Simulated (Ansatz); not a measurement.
Energy against total moment in BaIrO₃

We look at BaIrO₃: a measured crystal structure (space group Pm-3m), with 5 atoms per cell. Source: COD entry 2002425, which need not be the ambient phase.

```
Ir Ba O
1.0
     4.10090    0.00000    0.00000
     0.00000    4.10090    0.00000
     0.00000    0.00000    4.10090
Ir Ba O
1 1 3
Cartesian
  0.0000 0.0000 0.0000
  2.0505 2.0505 2.0505
  2.0505 0.0000 0.0000
  0.0000 2.0505 0.0000
  0.0000 0.0000 2.0505
```

Atoms are numbered from 1 in the order listed.

Level of theory: DFT, r2SCAN, PAW, plane waves, scalar-relativistic (Ansatz development build ahead of 0.2.0).

```yaml
plane_wave_cutoff: 500 eV
k_point_mesh: 5×5×5 (Γ-centred)
occupations: Fermi–Dirac smearing, 0.03 eV
```

Moments by site are taken inside atomic spheres; the rest lies between them.

A small moment in a metal is sensitive to the mesh and the smearing.

For a metal this mesh leaves errors of several meV/atom.

Each run fixes N↑ − N↓ and starts with that moment spread in parallel over the Ir atoms; no search for lower states follows. F is the free energy per cell, and F(lowest) that of the lowest run, the runs with a free moment included. Each row is one local solution, which need not be the lowest state at that M. The run at M = 0 starts without moments and gives the spin-unpolarised solution. The cell holds one magnetic atom, so only parallel order fits; orders in a larger cell may lie lower. The program warns that the SCF threshold is loose for stress, so pressures can be off by 0.1 GPa or more.

The run at M = 1.18 μB took 5.1 s on 2 threads of Intel(R) Xeon(R) Platinum 8259CL CPU @ 2.50GHz, with other jobs on the host, peak memory 0.54 GiB.

```json
{"fixed M (μB/cell)": "0.00", "F − F(lowest) (meV/cell)": "20", "moments of Ir1 O3 O4 O5 (μB)": "0.00 0.00 0.00 0.00", "pressure (GPa)": "-8.5"}
{"fixed M (μB/cell)": "0.29", "F − F(lowest) (meV/cell)": "16", "moments of Ir1 O3 O4 O5 (μB)": "0.13 0.04 0.04 0.04", "pressure (GPa)": "-8.5"}
{"fixed M (μB/cell)": "0.59", "F − F(lowest) (meV/cell)": "10", "moments of Ir1 O3 O4 O5 (μB)": "0.27 0.07 0.07 0.07", "pressure (GPa)": "-8.3"}
{"fixed M (μB/cell)": "0.88", "F − F(lowest) (meV/cell)": "2", "moments of Ir1 O3 O4 O5 (μB)": "0.41 0.10 0.10 0.10", "pressure (GPa)": "-8.1"}
{"fixed M (μB/cell)": "1.18", "F − F(lowest) (meV/cell)": "0", "moments of Ir1 O3 O4 O5 (μB)": "0.55 0.14 0.14 0.14", "pressure (GPa)": "-7.6"}
{"fixed M (μB/cell)": "1.47", "F − F(lowest) (meV/cell)": "16", "moments of Ir1 O3 O4 O5 (μB)": "0.74 0.15 0.15 0.15", "pressure (GPa)": "-7.1"}
{"fixed M (μB/cell)": "1.77", "F − F(lowest) (meV/cell)": "18", "moments of Ir1 O3 O4 O5 (μB)": "0.94 0.17 0.17 0.17", "pressure (GPa)": "-6.1"}
{"fixed M (μB/cell)": "2.06", "F − F(lowest) (meV/cell)": "43", "moments of Ir1 O3 O4 O5 (μB)": "1.11 0.18 0.18 0.18", "pressure (GPa)": "-4.7"}
{"fixed M (μB/cell)": "2.36", "F − F(lowest) (meV/cell)": "232", "moments of Ir1 O3 O4 O5 (μB)": "1.26 0.22 0.22 0.22", "pressure (GPa)": "-3.1"}
```

The lowest fixed-moment run is the one at M = 1.18 μB (0 meV). With the constraint released: “usual moment scaled by 0.1, free total moment [Ir1 0.10 μB]” ends at 1.21 μB, 0 meV; “usual moment, free total moment [Ir1 1.00 μB]” ends at 1.21 μB, 0 meV.
